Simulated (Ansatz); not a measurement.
This Ansatz input for LaOs3 in the AuCu3-type structure was spoiled on purpose:

```yaml
crystal:
  lattice:
    - [4.1470735563, 0.0, 0.0]
    - [0.0, 4.1470735563, 0.0]
    - [0.0, 0.0, 4.1470735563]
  atoms:
    - { symbol: La, position: [0.0, 0.0, 0.0] }
    - { symbol: Os, position: [0.0, 0.5, 0.5] }
    - { symbol: Os, position: [0.5, 0.5, 0.0] }
    - { symbol: Os, position: [0.5, 0.0, 0.5] }
basis:
  ecutwfc: 420
  ecutrho_ratio: 4
kpoints:
  mp_grid: { grid: [8, 8, 8] }
hamiltonian:
  xc: pbe
scf:
  max_iter: 50
output:
  forces: true
  stress: true
```

Launched as:
```sh
ansatz run input.yaml --threads 2 --pin off --max-ram 2662MiB --backend cpu --events-out ev --progress --plain --runs-dir out
```

Problem. What is wrong with it?

Solution. No occupation method. Against the sound input: scf.occupations: {"method": "gaussian", "width": 0.05} → null (the cap on iterations is only a precaution).

What the program printed:

```
Error: YAML parse error: `scf.occupations.method` is required: fixed only where the cell keeps a band gap throughout the run, explicit beside scf.occupations.values (under evaluate: without them), else a smearing such as fermi_dirac (scf.occupations.width is optional; its entry in the input reference gives the default)
```

The input was refused before any iteration. Cost: 0.02 s on 2 threads of Arm Neoverse V2 (shared host), peak memory 0.022 GiB. The run before the change (PBE, 420 eV, 8×8×8 mesh) gave:

```tsv
run	P (GPa)	gap on the mesh (eV)	cell moment (μB)	largest force component (eV/Å)
sound	0.0	metal	–	0.000
```

This is a trial structure made by placing the elements on a prototype's sites, so it needn't be the stable form.
